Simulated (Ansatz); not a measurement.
Data:

Li:
Space group P6₃/mmc (No. 194); a = b = 3.0530 Å, c = 5.0028 Å, α = β = 90.00°, γ = 120.00°

```csv
atom,site,symmetry,x,y,z
Li,2c,-6m2,0.3333,0.6667,0.2500
```

This is the PBEsol-relaxed structure.

Question: All from DFT-PBEsol in the program Ansatz with PAW potentials, unless another level is named. Predict the highest zone-centre frequency.

Answer: 319 cm⁻¹.

Question: And the bulk modulus (Birch–Murnaghan fit)?

Answer: 13.7 GPa.

Question: What about the vibrational entropy at 300 K?

Answer: 26.5 J/(K·mol of atoms).

Question: Predict the zero-point energy.

Answer: 41.0 meV/atom.

Space group P6_3/mmc (hcp (Mg type)). The first step of the workflow began from a Materials Project structure, measured or hypothetical; the Crystallography Open Database files this formula in space group No. 194, but the cells were not matched. It is not the phase usual at ambient conditions (space group No. 229). Symmetry was held in the PBEsol relaxation; phonons on a q-mesh show no instability. As this level gives no gap, phonon frequencies hold no LO–TO term and depend on the k-mesh and smearing (Fermi–Dirac, 0.1 eV here). Axis ratios of metals converge slowly with the k-mesh, so a and c are less sure than the volume.

Potentials: the later of the program's two PAW sets.
